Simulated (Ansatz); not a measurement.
SiSe2:
```yaml
crystal:
  lattice:
    - [3.44696, 0.00000, 0.00000]
    - [-1.72348, 2.98516, 0.00000]
    - [0.00000, 0.00000, 13.00988]
  atoms:
    - { symbol: Si, position: [0.33333, 0.66667, 0.25000] }
    - { symbol: Si, position: [0.66667, 0.33333, 0.75000] }
    - { symbol: Se, position: [0.33333, 0.66667, 0.62763] }
    - { symbol: Se, position: [0.66667, 0.33333, 0.12763] }
    - { symbol: Se, position: [0.66667, 0.33333, 0.37237] }
    - { symbol: Se, position: [0.33333, 0.66667, 0.87237] }
```

Relaxed with PBE. Special points in fractions of this cell's reciprocal vectors: Γ (0.000, 0.000, 0.000); M (0.500, 0.000, 0.000); K (0.333, 0.333, 0.000); A (0.000, 0.000, 0.500); L (0.500, 0.000, 0.500); H (0.333, 0.333, 0.500).

Task: List the band energies nearest the Fermi level at these points for plane-wave PAW PBE (Ansatz code).

Result: In eV from the Fermi level; about four levels below and three above (degenerate sets whole), none deeper than 8.9 eV; points with the same levels are listed once.

| k | below | above |
|---|---|---|
| Γ | -1.06 -1.06 -1.00 -1.00 | 0.30 0.30 0.41 0.41 |
| M | -0.91 -0.80 -0.46 -0.01 | 1.42 1.83 3.04 |
| K | -3.65 -3.32 -0.60 -0.60 | 0.64 0.64 1.49 |
| A | -1.03 -1.03 -1.03 -1.03 | 0.35 0.35 0.35 0.35 |
| L | -1.01 -1.01 -0.27 -0.27 | 1.72 1.72 3.49 3.49 |
| H | -3.49 -3.49 -0.80 -0.80 | 0.90 0.90 1.93 1.93 |

Space group P6_3/mmc. A made-up cell: these elements were put on the sites of a structure type; neither database checked (COD, Materials Project) lists it. COD files the formula under space group No. 72, so this cell is another polymorph or a model. Whether it is the stable phase at ambient conditions was not checked. The cell was relaxed with PBE under the symmetry of its start; its stability against distortions is not shown here. A crystal of weakly bound layers computed without a dispersion correction: the cell and the soft elastic constants depend strongly on that. Scalar-relativistic: spin–orbit coupling is off unless named, which matters more the heavier the elements.

Potentials: the later of the program's two PAW sets.
